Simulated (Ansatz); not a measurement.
Ansatz (a quantum-chemistry and plane-wave program) input:

Ansatz 0.2 input:
```yaml
crystal:
  lattice:
    - [2.8794796126, 0.0, 0.0]
    - [0.0, 2.8794796126, 0.0]
    - [0.0, 0.0, 3.5044883364]
  atoms:
    - { symbol: Cu, position: [0.5, 0.5, 0.5] }
    - { symbol: Au, position: [0.0, 0.0, 0.0] }
kpoints:
  mp_grid: { grid: [14, 14, 12] }
hamiltonian:
  xc: r2scan
  pseudopotentials: { azcp: { folder: ./paw }, kind: paw }
scf:
  occupations: { method: fermi_dirac, width: 0.1 }
phonons:
  method: dfpt
  response_accuracy: low
  eigenvectors: true
  rigid_motions: translations
```

Output (shortened):

```
zone centre: on kpoints.mp_grid the ground state, and the responses unless they are solved on pairs of k-points, stand on 688 of the mesh's 2352 k-points, …
Pseudopotentials: kind: paw
Pseudopotential: Cu, paw, valence charge 19
Pseudopotential: Au, paw, valence charge 19
Functional definition: r2SCAN
Crystal: 2 atoms, lattice volume = 29.057 Å³
Basis set: ecut = 500 eV, 733 PW (Γ), exchange–correlation on 120×120×135 points (125 copies of the dense FFT grid, shifted against one another)
Bands: 23, of which v1, the nominal top of the filled ones, is band 19 counted from 1 (18 counted from 0)
Symmetry: 16 space group operations
k-points: 688 of 2352 (irreducible under 2 space group operations, time reversal used)
PAW frozen core: Cu, regenerated for the run's functional
PAW frozen core: Au, regenerated for the run's functional
Initial density: superposition of atomic densities (chi_scale 0.1, normalization cell, long waves kept (reshape's long-wave potential 0.00 eV rms))
Initial wavefunctions: pseudopotential atomic-orbital guess
Eigensolver: davidson
Functional: x = r2scan, c = r2scan; τ floored in thin density (d = 2e-4 eV/Å³)
SCF iter   1: F=—  HF=-19798.868471 eV  |F-HF|=—  |Δ(HF+E_count)|=         —  Δρ=1.80e-1  dr2=1.17e1  dr2_τ=3.23e-1  ethr=3.10e-3  ⟨swp⟩=4.5  Hψ=58328  notcnv=0
all-band conjugate gradients solve this SCF's bands
preconditioner: auto → Kerker (q_TF=auto, 2.853 Å⁻¹)
SCF iter   2: F=—  HF=-19796.618163 eV  |F-HF|=—  |Δ(HF+E_count)|=    2.25e0  Δρ=6.70e-2  dr2=8.98e-1  dr2_τ=1.87e-1  ethr=3.10e-3  ⟨swp⟩=3.0  Hψ=39443  notcnv=0  defer=11
SCF iter   3: F=—  HF=-19796.521484 eV  |F-HF|=—  |Δ(HF+E_count)|=   9.67e-2  Δρ=4.22e-2  dr2=6.46e-1  dr2_τ=2.36e-2  ethr=2.36e-3  ⟨swp⟩=2.0  Hψ=37131  notcnv=0  defer=21
SCF iter   4: F=—  HF=-19796.450001 eV  |F-HF|=—  |Δ(HF+E_count)|=   7.15e-2  Δρ=2.58e-2  dr2=9.69e-2  dr2_τ=2.58e-3  ethr=1.70e-3  ⟨swp⟩=2.0  Hψ=22863  notcnv=0  defer=21
SCF iter   5: F=—  HF=-19796.508712 eV  |F-HF|=—  |Δ(HF+E_count)|=   5.87e-2  Δρ=1.26e-2  dr2=2.56e-2  dr2_τ=1.65e-3  ethr=2.55e-4  ⟨swp⟩=2.1  Hψ=28585  notcnv=0  defer=21
SCF iter   6: F=—  HF=-19796.514664 eV  |F-HF|=—  |Δ(HF+E_count)|=   5.95e-3  Δρ=3.71e-3  dr2=4.72e-3  dr2_τ=1.89e-4  ethr=6.74e-5  ⟨swp⟩=2.3  Hψ=28026  notcnv=0  defer=21
SCF iter   7: F=—  HF=-19796.514723 eV  |F-HF|=—  |Δ(HF+E_count)|=   5.81e-5  Δρ=1.20e-3  dr2=4.23e-4  dr2_τ=7.54e-6  ethr=1.24e-5  ⟨swp⟩=2.0  Hψ=22727  notcnv=0  defer=21
SCF iter   8: F=—  HF=-19796.514755 eV  |F-HF|=—  |Δ(HF+E_count)|=   3.27e-5  Δρ=3.36e-4  dr2=3.67e-5  dr2_τ=1.22e-6  ethr=1.11e-6  ⟨swp⟩=2.3  Hψ=22100  notcnv=0  defer=21
SCF iter  14: F=-19796.514769 eV  HF=-19796.514769 eV  |F-HF|=0.00e0  |Δ(HF+E_count)|=  1.82e-11  Δρ=1.35e-7  dr2=4.25e-12  dr2_τ=2.48e-13  ethr=1.00e-12  ⟨swp⟩=3.9  Hψ=71661  notcnv=0
the search or the solves at the SCF's close seem to have found levels that the self-consistency loop had missed (the run counts 10) …
SCF 1 converged in 14 iterations: F = -19796.514769 eV  dr2 = 4.25e-12
DFPT response loops at Γ: preconditioner auto → Kerker (q_TF=auto, 2.853 Å⁻¹) (partly filled bands, converged f_vac=0.000) …
SCF converged after 14 iterations
Free energy (F): -19796.514769 eV
Harris-Foulkes:  -19796.514769 eV  (|F-HF|=0.00e0)
Internal energy: -19796.499854 eV  (E = F + TS)
E sigma→0 (E₀):  -19796.507311 eV
Entropy (-TS):   -0.014915 eV (-7.458 meV/atom)
Fermi energy:    18.665332 eV
--- Per-component energies (eV) ---
  E_band       = -609.783643
  E_kinetic    = 837.579092
  E_local      = -6359.780122  (includes V_loc(G=0)·N_el)
  E_nonlocal   = 1002.591523
  E_hartree    = 2734.625370
  E_xc         = -267.915360
  E_vxc        = -381.502619  (∫ρ·V_xc dr)
  E_paw        = -11590.669334  (= ΣΔE_a)
  E_vpaw       = -1203.720998  (= ΣTr[D̂ρ^β])
  E_aug_tail   = 0.000527  (compensation charges beyond the density's cutoff)
  E_vtau       = 25.798279  (kinetic-family band-sum trace: ∫τ·v_τ [+ j·A + Jᵃ·Aᵃ] dr)
  E_ewald      = -6152.453994
  E_core_change = -0.477555  (= ΣΔE_core)
  E_smearing   = -0.014915  (= −TS)
  E_closure    =  0.000000  (closes the sum)
  Σ components = -19796.514769   (vs F -19796.514769, Δ=0.00e0)
  [band-id]    e_kinetic+e_local+e_nonlocal+2·e_hartree+e_vxc+e_vpaw+e_augmentation_tail+e_vtau = -609.783579   (vs E_band -609.783643, Δ=6.44e-5)
--- Band table (eV; the first three rows and the last of 688) ---
  k-point 0: bands = ["-97.4927", "-89.4554", "-53.3402", "-53.3273", "-53.3273", "-40.2045", "-40.1554", "-40.1554", "8.5914", "11.8701", "12.0029", "14.2944", "14.2944", "15.1628", "15.8599", "16.4524", "16.8589", "17.0785", "17.0785", "22.0601", "28.2234", "28.2234", "28.5477"]
  k-point 1: bands = ["-97.4927", "-89.4554", "-53.3403", "-53.3273", "-53.3273", "-40.2053", "-40.1554", "-40.1554", "8.6913", "11.8925", "12.0429", "14.3058", "14.3058", "15.1808", "15.8287", "16.4344", "16.8381", "17.0148", "17.0148", "21.4155", "28.4174", "28.4174", "29.3351"]
  k-point 2: bands = ["-97.4927", "-89.4554", "-53.3404", "-53.3272", "-53.3272", "-40.2073", "-40.1554", "-40.1554", "8.9830", "11.9556", "12.1574", "14.3391", "14.3391", "15.2321", "15.7415", "16.3801", "16.7790", "16.8432", "16.8432", "20.0294", "28.9784", "28.9784", "31.1442"]
  k-point 687: bands = ["-97.4910", "-89.4460", "-53.3394", "-53.3394", "-53.3387", "-40.2719", "-40.2719", "-40.1927", "11.9534", "12.5835", "12.5835", "15.0666", "15.3066", "15.3066", "15.3997", "16.4186", "16.5830", "16.7959", "24.1269", "24.3740", "24.3740", "24.5388", "25.4696"]
  band table: 23 of 23 bands, residual norms ≤ 1.0e-3 eV
--- Phonons (Γ-DFPT): 4 representative perturbations + reference, on 688 of 2352 k-points (Σ response iterations 26) ---
  k mesh reduced under 2 symmetry operations, with k and −k counted as one. Each operation leaves every solved perturbation unchanged …
  ASR residual: 1.560e-3 → 0.000e0 eV/Å²; symmetrization residual: 3.553e-4 eV/Å²
  ASR residual per site (eV/Å²): 1.56e-3 9.50e-4
  Γ frequencies (cm⁻¹): 0.00 0.00 0.00 151.10 151.10 193.15
  non-analytic LO–TO correction: not included (Born effective charges unavailable; polar crystals: no LO–TO splitting at Γ)
```

Cost: about 13 core-minutes (a rough figure) on shared cores.

Space group P4/mmm (L1₀ or tetragonal B2). Its axis ratio c/a = 1.22 departs by over 6 % from that of the usual cell of this phase: another minimum, or an error of the functional. The cell was relaxed with r²SCAN under the symmetry of its start; its stability against distortions is not shown here. The run is not spin-polarised. As this level gives no gap, phonon frequencies hold no LO–TO term and depend on the k-mesh and smearing (Fermi–Dirac, 0.1 eV here). Axis ratios of metals converge slowly with the k-mesh, so a and c are less sure than the volume. Spin–orbit coupling is left out wherever it is not named.

Potentials: the earlier of the program's two PAW sets.

Ansatz is a plane-wave DFT program.
